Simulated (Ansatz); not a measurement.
A relaxation computed with Ansatz, from input to last step.

```yaml
crystal:
  lattice:
    - [2.66966764, 2.66966764, 5.33933528]
    - [-2.66966764, -2.66966764, 5.33933528]
    - [8.00900292, -5.33933528, 2.66966764]
  atoms:
    - { symbol: B, position: [0.3000503854, 0.4958697835, 0.4006537161] }
    - { symbol: P, position: [0.5732826784, 0.8749048937, 0.6002870841] }
    - { symbol: P, position: [0.4769524359, 0.3704037231, 0.7999683623] }
    - { symbol: P, position: [0.9720934023, 0.8758474502, 0.8004181631] }
    - { symbol: P, position: [0.3741356754, 0.8757830087, 0.003098772] }
    - { symbol: P, position: [0.779954757, 0.8763242285, 0.2019279499] }
    - { symbol: P, position: [0.6824199788, 0.3758875217, 0.3986446904] }
    - { symbol: P, position: [0.1739545436, 0.8777403484, 0.4006287785] }
    - { symbol: P, position: [0.0766376417, 0.3818212202, 0.6001374609] }
    - { symbol: P, position: [0.8729337029, 0.379716004, 0.0006964382] }
    - { symbol: P, position: [0.2719248185, 0.3737260675, 0.1974727987] }
    - { symbol: Ga, position: [0.0957525382, 0.4974601732, 0.8021575459] }
    - { symbol: Ga, position: [0.0033374261, 0.9938638777, 0.0031914737] }
    - { symbol: Ga, position: [0.3965757917, 0.0050369595, 0.2015076619] }
    - { symbol: Ga, position: [0.7013748624, 0.4960650675, 0.6000967731] }
    - { symbol: Ga, position: [0.5009432164, 0.4935235216, 0.0023363003] }
    - { symbol: Ga, position: [0.8945737855, 0.5036652336, 0.2021349489] }
    - { symbol: In, position: [0.2069284126, 0.0005013018, 0.5987826669] }
    - { symbol: In, position: [0.5981720609, 2.36619e-05, 0.799176141] }
    - { symbol: In, position: [0.8012261141, 0.0033679505, 0.3996663648] }
  symmetry: { detect: false }
basis:
  ecutwfc: 420
kpoints:
  mp_grid: { grid: [2, 2, 2], shift: [0.5, 0.5, 0.5] }
hamiltonian:
  xc: pbe
scf:
  occupations: { method: gaussian, width: 0.1 }
  lower_state_search: "off"
output:
  forces: true
  stress: true
  eigenvalues: true
relax:
  adjacent_minimum: "off"
  f_tol: 0.04
  max_steps: 50
  cell: { stress_tol: 0.3 }
```

```bash
ansatz run input.yaml --threads 4 --pin off --max-ram 9216MiB --backend cpu --events-out ev --progress --plain --runs-dir out
```

The calculation used DFT PBE, scalar-relativistic, plane waves, PAW (Ansatz 0.2.0).

Of 6 frames 6 are shown, positions in Å and forces in eV/Å; the SCF threshold varies from step to step. Steps run on the plane waves of an earlier cell, with a Pulay correction in the pressure. The basis is chosen afresh for the last frame, the zero of the energies, and at times for earlier ones too; energy and pressure can step there, also at an unchanged geometry. Where two frames share a geometry here, they differ by under 2 meV/atom and 0.3 GPa.

```xyz
20
Lattice="2.6697 2.6697 5.3393 -2.6697 -2.6697 5.3393 8.0090 -5.3393 2.6697" Properties=species:S:1:pos:R:3:forces:R:3 pbc="T T T" step=1 free_energy_over_end_meV_per_atom=272.54 pressure_GPa=15.17
B     2.6861   -2.6620    5.3193   -0.1903   -0.1918    0.1917
P     4.0025   -4.0104    9.3349    1.5873    2.0855   -0.7749
P     6.6914   -3.9869    6.6600   -1.6443   -1.7725    1.5912
P     6.6675   -4.0168   12.0036    2.5621    0.2739    0.5114
P    -1.3144   -1.3558    6.6820    1.3359   -0.7855   -1.2278
P     1.3600   -1.3354    9.3825   -1.7717    1.0339   -1.8965
P     4.0111   -1.3102    6.7149   -2.6532   -3.0863   -0.4667
P     1.3298   -4.0180    6.6849    1.5749    4.1176   -1.2584
P     3.9918   -4.0191    4.0500   -2.5252    0.7488    2.1255
P     1.3223    1.3130    6.6902    0.6302    0.2918   -0.3918
P     1.3098   -1.3261    3.9745    1.6600   -1.8018    1.5882
Ga    5.3521   -5.3554    5.3089   -0.1660    0.0009    0.7298
Ga   -2.6188   -2.6614    5.3329   -0.6012   -0.0504    0.0254
Ga    2.6592   -0.0306    2.6823    0.5682    0.4964   -0.1276
Ga    5.3543   -2.6560    7.9956   -0.2410   -0.3357    0.2908
Ga    0.0385    0.0073    5.3160   -0.5644   -0.1951    0.2732
Ga    2.6625   -0.0357    8.0053   -0.3392    0.1955    0.2276
In    5.3467   -2.6460    2.7061   -0.3044   -0.8071   -0.5564
In    7.9975   -2.6702    5.3275    0.6236    0.0190   -0.4754
In    5.3309   -0.0039    5.3630    0.4588   -0.2370   -0.3794
20
Lattice="2.7421 2.7365 5.4645 -2.7371 -2.7407 5.4641 8.1967 -5.4548 2.7380" Properties=species:S:1:pos:R:3:forces:R:3 pbc="T T T" step=2 free_energy_over_end_meV_per_atom=59.49 pressure_GPa=4.63
B     2.7323   -2.7262    5.4566   -0.2798   -0.1426    0.2656
P     4.1486   -4.0448    9.5287    0.4885    0.5069   -0.0663
P     6.8007   -4.1377    6.8848   -0.2168   -0.3857    0.3578
P     6.9277   -4.1015   12.3067    0.6566   -0.0381    0.2612
P    -1.2901   -1.4400    6.7836    0.3466   -0.3251   -0.2648
P     1.3306   -1.3276    9.5300   -0.6805    0.1956   -0.5609
P     3.9908   -1.4589    6.8376   -0.9739   -1.1633   -0.9883
P     1.4280   -3.9384    6.7708    0.8923    1.4671   -0.9410
P     3.9730   -4.0776    4.2427   -1.0960    1.0589    0.7967
P     1.3717    1.3538    6.8386    0.3395    0.3606   -0.2387
P     1.4271   -1.4344    4.1341    1.1894   -1.1235    0.7881
Ga    5.4646   -5.4665    5.4425   -0.1148    0.0260    0.3450
Ga   -2.6928   -2.7453    5.4647   -0.2455   -0.0690    0.0260
Ga    2.7306   -0.0304    2.7460    0.3175    0.2645   -0.0879
Ga    5.4735   -2.6961    8.1905   -0.1678   -0.0863    0.1279
Ga    0.0617   -0.0226    5.4460   -0.2265   -0.1915    0.1356
Ga    2.7375   -0.0228    8.1968   -0.1101    0.0617    0.1574
In    5.4477   -2.7054    2.7581   -0.3384   -0.2993   -0.2110
In    8.2222   -2.7483    5.4630    0.2111   -0.1521   -0.0481
In    5.4473    0.0246    5.4970    0.0087    0.0350    0.1458
20
Lattice="2.8422 2.8325 5.5394 -2.8145 -2.8250 5.5218 8.4911 -5.6546 2.7823" Properties=species:S:1:pos:R:3:forces:R:3 pbc="T T T" step=3 free_energy_over_end_meV_per_atom=11.48 pressure_GPa=-2.33
B     2.8318   -2.8221    5.5148   -0.0734    0.0479   -0.1981
P     4.3316   -4.1887    9.7135    0.0782    0.1248   -0.1496
P     7.0704   -4.3145    7.0655   -0.0974   -0.0643   -0.0060
P     7.1889   -4.2290   12.5358    0.1283    0.0211   -0.1465
P    -1.2920   -1.5618    6.8598    0.1399    0.0412   -0.0735
P     1.3231   -1.3482    9.5932    0.1003    0.1716    0.0256
P     4.0560   -1.5900    6.7988   -0.2351   -0.2883   -0.0664
P     1.5494   -3.9680    6.7491    0.3940    0.3476   -0.3712
P     4.0267   -4.0933    4.3105   -0.4037    0.0697    0.4409
P     1.4659    1.4691    6.9363   -0.2188   -0.1906    0.0913
P     1.6640   -1.5977    4.1957   -0.0235   -0.3381    0.4228
Ga    5.6042   -5.6013    5.5877    0.1791    0.0439   -0.0667
Ga   -2.7807   -2.8255    5.5122   -0.1248   -0.0708    0.0633
Ga    2.9095   -0.0435    2.7405   -0.0613   -0.0352    0.0195
Ga    5.5874   -2.7734    8.3090    0.1605   -0.0915    0.0542
Ga    0.1363   -0.1192    5.5478    0.0848    0.1757   -0.0359
Ga    2.8620   -0.0620    8.2907    0.0006    0.2075   -0.0899
In    5.5883   -2.7316    2.7783    0.0498   -0.0748    0.0392
In    8.5758   -2.9015    5.5667   -0.0264   -0.0781    0.1072
In    5.6158    0.0697    5.5620   -0.0511   -0.0196   -0.0604
20
Lattice="2.7872 2.7968 5.4927 -2.8229 -2.8145 5.5193 8.3283 -5.5380 2.7351" Properties=species:S:1:pos:R:3:forces:R:3 pbc="T T T" step=4 free_energy_over_end_meV_per_atom=1.39 pressure_GPa=-0.24
B     2.7314   -2.7634    5.4782   -0.0017   -0.0511   -0.0072
P     4.2092   -4.1319    9.6229    0.0107   -0.0021    0.0314
P     6.9100   -4.2369    6.9983    0.0087    0.0214   -0.0079
P     7.0260   -4.1599   12.4186   -0.0350   -0.0071    0.0425
P    -1.2962   -1.5653    6.8293   -0.0846   -0.0120   -0.0035
P     1.2516   -1.3072    9.5456   -0.0233   -0.0586   -0.0194
P     3.9402   -1.5761    6.7502   -0.0528   -0.0169   -0.0655
P     1.4956   -3.8988    6.6949    0.0600    0.0458   -0.0934
P     3.8920   -4.0220    4.3132   -0.0291    0.0907    0.0500
P     1.3736    1.4376    6.8990    0.0168    0.0212    0.0047
P     1.5954   -1.5898    4.2094    0.0423    0.0335   -0.0059
Ga    5.4757   -5.4942    5.5359   -0.0353    0.0204   -0.0354
Ga   -2.8134   -2.8315    5.5409    0.0211    0.0330   -0.0245
Ga    2.8630   -0.0480    2.7315    0.0468   -0.0251    0.0435
Ga    5.4750   -2.7344    8.2518   -0.0266    0.0209    0.0437
Ga    0.0946   -0.1117    5.5189    0.0423   -0.0618   -0.0007
Ga    2.7716   -0.0310    8.2311    0.0412   -0.0289    0.0359
In    5.4755   -2.7032    2.7352   -0.0261   -0.0462    0.0205
In    8.4128   -2.8484    5.5069    0.0358   -0.0108   -0.0251
In    5.5079    0.0728    5.4979   -0.0111    0.0336    0.0163
20
Lattice="2.7910 2.7917 5.4843 -2.8066 -2.8035 5.4980 8.3467 -5.5524 2.7398" Properties=species:S:1:pos:R:3:forces:R:3 pbc="T T T" step=5 free_energy_over_end_meV_per_atom=0.95 pressure_GPa=-0.01
B     2.7477   -2.7657    5.4654    0.0126    0.0348   -0.0284
P     4.2357   -4.1368    9.6131    0.0007    0.0116   -0.0099
P     6.9319   -4.2450    6.9984    0.0023   -0.0003   -0.0158
P     7.0523   -4.1663   12.4011   -0.0015    0.0107   -0.0118
P    -1.2864   -1.5692    6.8078    0.0192   -0.0031   -0.0045
P     1.2696   -1.3128    9.5181   -0.0026    0.0060   -0.0052
P     3.9528   -1.5816    6.7351   -0.0152    0.0061   -0.0082
P     1.5263   -3.8959    6.6670   -0.0070    0.0065    0.0073
P     3.9054   -4.0147    4.3125   -0.0127    0.0102   -0.0162
P     1.3834    1.4365    6.8886    0.0027    0.0038   -0.0116
P     1.6129   -1.5889    4.1964    0.0324   -0.0195    0.0094
Ga    5.4931   -5.4915    5.5247    0.0062   -0.0040    0.0196
Ga   -2.7990   -2.8205    5.5095   -0.0068   -0.0078    0.0101
Ga    2.8768   -0.0609    2.7223   -0.0094    0.0047    0.0018
Ga    5.4924   -2.7317    8.2447   -0.0103   -0.0160    0.0108
Ga    0.1105   -0.1178    5.5039   -0.0066    0.0047    0.0162
Ga    2.7927   -0.0349    8.2161    0.0052   -0.0045    0.0037
In    5.4844   -2.7090    2.7367    0.0021   -0.0163    0.0205
In    8.4353   -2.8663    5.5027    0.0031   -0.0132    0.0080
In    5.5174    0.0708    5.4935   -0.0144   -0.0143    0.0043
20
Lattice="2.7910 2.7917 5.4843 -2.8066 -2.8035 5.4980 8.3467 -5.5524 2.7398" Properties=species:S:1:pos:R:3:forces:R:3 pbc="T T T" step=6 free_energy_over_end_meV_per_atom=0.00 pressure_GPa=0.03
B     2.7477   -2.7657    5.4654    0.0124    0.0347   -0.0284
P     4.2357   -4.1368    9.6131    0.0007    0.0116   -0.0100
P     6.9319   -4.2450    6.9984    0.0022   -0.0003   -0.0159
P     7.0523   -4.1663   12.4011   -0.0014    0.0108   -0.0119
P    -1.2864   -1.5692    6.8078    0.0193   -0.0030   -0.0046
P     1.2696   -1.3128    9.5181   -0.0024    0.0060   -0.0053
P     3.9528   -1.5816    6.7351   -0.0153    0.0060   -0.0082
P     1.5263   -3.8959    6.6670   -0.0068    0.0068    0.0070
P     3.9054   -4.0147    4.3125   -0.0129    0.0105   -0.0159
P     1.3834    1.4365    6.8886    0.0028    0.0037   -0.0117
P     1.6129   -1.5889    4.1964    0.0325   -0.0196    0.0097
Ga    5.4931   -5.4915    5.5247    0.0063   -0.0043    0.0199
Ga   -2.7990   -2.8205    5.5095   -0.0067   -0.0079    0.0101
Ga    2.8768   -0.0609    2.7223   -0.0095    0.0052    0.0016
Ga    5.4924   -2.7317    8.2447   -0.0104   -0.0162    0.0107
Ga    0.1105   -0.1178    5.5039   -0.0067    0.0046    0.0163
Ga    2.7927   -0.0349    8.2161    0.0048   -0.0047    0.0036
In    5.4844   -2.7090    2.7367    0.0024   -0.0165    0.0206
In    8.4353   -2.8663    5.5027    0.0031   -0.0131    0.0079
In    5.5174    0.0708    5.4935   -0.0143   -0.0144    0.0043
```

The run took 51 s on 4 threads of AMD EPYC 7R43 64-Core Processor (Zen 3) (shared host), peak memory 1.2 GiB.

The k mesh is coarse.